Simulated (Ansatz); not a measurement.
## MnRh: zone-centre modes

All numbers below come from Ansatz 0.2.0, DFT LDA, scalar-relativistic, plane waves, PAW. Plane waves to 420 eV; Γ-centred k mesh 14×14×14; Gaussian smearing of 0.20 eV. Collinear spin, site moments 3.2, 0.6 μB. Phonons by linear response, acoustic sum rule imposed.

Equilibrium structure at this level:
```xyz
2
Lattice="2.9539 0.0000 0.0000 0.0000 2.9539 0.0000 0.0000 0.0000 2.9539" Properties=species:S:1:pos:R:3 pbc="T T T"
Mn    0.0000    0.0000    0.0000
Rh    1.4769    1.4769    1.4769
```

In a metal, frequencies and elastic constants depend on the k mesh and the smearing, soft modes and shear constants most.

Optical modes at Γ; i marks an imaginary frequency:
| frequency (cm⁻¹) | degeneracy |
| --- | --- |
| 238 | 3 |

All 3 optical modes at Γ are real: no displacement of atoms at fixed cell lowers the energy to second order. Strains and modes at other wave vectors aren't tested by this run.

Cost: 1 run of about 1.5 core-minutes, on Arm Neoverse V2 (shared hosts).